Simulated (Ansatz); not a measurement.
# Does relaxation matter for the field gradients of SiC with Mg replacing Si?

Start: a supercell of SiC (zinc blende type, F-43m) built from a structure deposited in the COD, with all atoms left at the host's positions.

```yaml
crystal:
  lattice:
    - [0.00000, 6.53700, 6.53700]
    - [6.53700, 0.00000, 6.53700]
    - [6.53700, 6.53700, 0.00000]
  atoms:
    - { symbol: Mg, position: [0.00000, 0.00000, 0.00000] }
    - { symbol: Si, position: [0.00000, 0.00000, 0.33333] }
    - { symbol: Si, position: [0.00000, 0.00000, 0.66667] }
    - { symbol: Si, position: [0.00000, 0.33333, 0.00000] }
    - { symbol: Si, position: [0.00000, 0.33333, 0.33333] }
    - { symbol: Si, position: [0.00000, 0.33333, 0.66667] }
    - { symbol: Si, position: [0.00000, 0.66667, 0.00000] }
    - { symbol: Si, position: [0.00000, 0.66667, 0.33333] }
    - { symbol: Si, position: [0.00000, 0.66667, 0.66667] }
    - { symbol: Si, position: [0.33333, 0.00000, 0.00000] }
    - { symbol: Si, position: [0.33333, 0.00000, 0.33333] }
    - { symbol: Si, position: [0.33333, 0.00000, 0.66667] }
    - { symbol: Si, position: [0.33333, 0.33333, 0.00000] }
    - { symbol: Si, position: [0.33333, 0.33333, 0.33333] }
    - { symbol: Si, position: [0.33333, 0.33333, 0.66667] }
    - { symbol: Si, position: [0.33333, 0.66667, 0.00000] }
    - { symbol: Si, position: [0.33333, 0.66667, 0.33333] }
    - { symbol: Si, position: [0.33333, 0.66667, 0.66667] }
    - { symbol: Si, position: [0.66667, 0.00000, 0.00000] }
    - { symbol: Si, position: [0.66667, 0.00000, 0.33333] }
    - { symbol: Si, position: [0.66667, 0.00000, 0.66667] }
    - { symbol: Si, position: [0.66667, 0.33333, 0.00000] }
    - { symbol: Si, position: [0.66667, 0.33333, 0.33333] }
    - { symbol: Si, position: [0.66667, 0.33333, 0.66667] }
    - { symbol: Si, position: [0.66667, 0.66667, 0.00000] }
    - { symbol: Si, position: [0.66667, 0.66667, 0.33333] }
    - { symbol: Si, position: [0.66667, 0.66667, 0.66667] }
    - { symbol: C, position: [0.08333, 0.08333, 0.08333] }
    - { symbol: C, position: [0.08333, 0.08333, 0.41667] }
    - { symbol: C, position: [0.08333, 0.08333, 0.75000] }
    - { symbol: C, position: [0.08333, 0.41667, 0.08333] }
    - { symbol: C, position: [0.08333, 0.41667, 0.41667] }
    - { symbol: C, position: [0.08333, 0.41667, 0.75000] }
    - { symbol: C, position: [0.08333, 0.75000, 0.08333] }
    - { symbol: C, position: [0.08333, 0.75000, 0.41667] }
    - { symbol: C, position: [0.08333, 0.75000, 0.75000] }
    - { symbol: C, position: [0.41667, 0.08333, 0.08333] }
    - { symbol: C, position: [0.41667, 0.08333, 0.41667] }
    - { symbol: C, position: [0.41667, 0.08333, 0.75000] }
    - { symbol: C, position: [0.41667, 0.41667, 0.08333] }
    - { symbol: C, position: [0.41667, 0.41667, 0.41667] }
    - { symbol: C, position: [0.41667, 0.41667, 0.75000] }
    - { symbol: C, position: [0.41667, 0.75000, 0.08333] }
    - { symbol: C, position: [0.41667, 0.75000, 0.41667] }
    - { symbol: C, position: [0.41667, 0.75000, 0.75000] }
    - { symbol: C, position: [0.75000, 0.08333, 0.08333] }
    - { symbol: C, position: [0.75000, 0.08333, 0.41667] }
    - { symbol: C, position: [0.75000, 0.08333, 0.75000] }
    - { symbol: C, position: [0.75000, 0.41667, 0.08333] }
    - { symbol: C, position: [0.75000, 0.41667, 0.41667] }
    - { symbol: C, position: [0.75000, 0.41667, 0.75000] }
    - { symbol: C, position: [0.75000, 0.75000, 0.08333] }
    - { symbol: C, position: [0.75000, 0.75000, 0.41667] }
    - { symbol: C, position: [0.75000, 0.75000, 0.75000] }
```

Atom numbers follow the list; atoms alike are taken as one site, whose name carries the number of the first.

Method: Kohn–Sham DFT in Ansatz, PBE, plane waves and PAW, scalar-relativistic, 420 eV cutoff, Γ-centred 3×3×3 k-points, Fermi–Dirac smearing 0.01 eV, cell charge -2.

The largest force at the start is 4.6 eV/Å. Relaxing the ions at fixed cell moves them by 0.161 Å at most (atom 28, C) and 0.047 Å rms.

```csv
site,atom,moved (Å),first shell before,first shell after,V_zz before (10²¹ V/m²),η before
Mg,1,0.000,4 C at 1.89 Å,4 C at 2.05 Å,0.00,–
Si2,2,0.031,4 C at 1.89 Å,4 C at 1.81–1.90 Å,-1.28,0.46
Si5,5,0.012,4 C at 1.89 Å,4 C at 1.89–1.90 Å,0.38,0.00
Si9,9,0.004,4 C at 1.89 Å,4 C at 1.89 Å,0.28,0.00
Si15,15,0.009,4 C at 1.89 Å,4 C at 1.88–1.89 Å,-0.24,0.86
C28,28,0.161,"1 Mg at 1.89 Å, 3 Si at 1.89 Å","3 Si at 1.81 Å, 1 Mg at 2.05 Å",-2.53,0.00
C29,29,0.012,4 Si at 1.89 Å,4 Si at 1.87–1.89 Å,-0.60,0.28
C33,33,0.003,4 Si at 1.89 Å,4 Si at 1.88–1.90 Å,0.23,0.26
```

**Question.** How do the gradients change?

**Answer.** 

```tsv
site	atom	V_zz after	η after	change of V_zz
Mg	1	0.00	–	0.00
Si2	2	-2.16	0.67	-0.88
Si5	5	0.55	0.00	+0.17
Si9	9	0.27	0.00	-0.01
Si15	15	-0.39	0.83	-0.15
C28	28	-2.06	0.00	+0.47
C29	29	-0.83	0.24	-0.23
C33	33	0.089	0.84	-0.14
```

The largest change of V_zz is on Si2, from -1.28 to -2.16. In per cent, |V_zz| changes by +68 on Si, -18 to +39 on C (all sites that start above 0.5). Where |V_zz| stays above 0.1, η moves most on Si2, from 0.46 to 0.67. Other sites with |V_zz| of 0.02 or less aren't listed.

The defect repeats with the cell of 54 atoms, so it feels its images: sites between two images don't show the values beside a lone defect, and zeros or small values of η there can come from the images' arrangement. A uniform background compensates the cell's charge.
Before: With a gap of 0.6 eV on this mesh, small gradients can still move by 0.1 × 10²¹ V/m² or more as the k-mesh gets denser. The neighbours have not yet relaxed around the defect (largest force 4.6 eV/Å), so the values at and beside it are those of a strained start, not of the defect in a real crystal.
After: The relaxation keeps the site symmetry -43m of the start, so the impurity can't leave its site; a start off the site could end lower. With a gap of 0.9 eV on this mesh, small gradients can still move by 0.1 × 10²¹ V/m² or more as the k-mesh gets denser.
